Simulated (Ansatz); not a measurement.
WC: stiffness from a series of strains

```yaml
crystal:
  lattice:
    - [2.90050, 0.00000, 0.00000]
    - [-1.45025, 2.51191, 0.00000]
    - [0.00000, 0.00000, 2.82900]
  atoms:
    - { symbol: W, position: [0.00000, 0.00000, 0.00000] }
    - { symbol: C, position: [0.66667, 0.33333, 0.50000] }
```

Atoms are numbered in the order listed.

Structure: COD 2102244, as refined from experiment and not relaxed.

Spin–orbit coupling is left out, though it moves levels of the heavy atoms by tenths of an eV or more.

These are results of DFT, PBEsol, all-electron LAPW, scalar-relativistic in Ansatz 0.2.0, not measurements.

Settings: a Γ-centred 13×13×12 k mesh, Fermi–Dirac smearing of 0.05 eV, basis error target 1 meV/atom, no spin polarisation.

The strain is applied along the Cartesian axes of the cell as listed (the other components stay zero). Fractional coordinates are held (clamped ions).

σ is the change of stress from the unstrained cell, which is at -0.77 GPa; tension is positive, so slopes are stress–strain coefficients at that pressure. In a metal the k mesh adds noise.

Only quantities that a quadratic follows smoothly over the whole series are listed; rougher ones are left out.

```tsv
εxx = εyy	σzz (GPa)	σxx (GPa)
-0.0300	-12.77	-33.92
-0.0200	-8.07	-21.49
-0.0100	-3.81	-10.22
0.0000	0.00	0.00
0.0100	3.36	9.27
0.0300	9.06	25.15
```

Task: Fit the series and read off the stiffness at zero strain.

Result: Least-squares fits y = p0 + p1 x + p2 x² to the rows give σzz (GPa): p1 = 363, p2 = -2000; σxx (GPa): p1 = 983, p2 = -4900. So C13 + C23 = 363 GPa and C11 + C12 = 983 GPa, for these axes.

Task: One run, at εxx = εyy = 0.0200, is withheld. Predict its row.

Result: The fits give 6.43, 17.73; the run gave 6.34, 17.64.
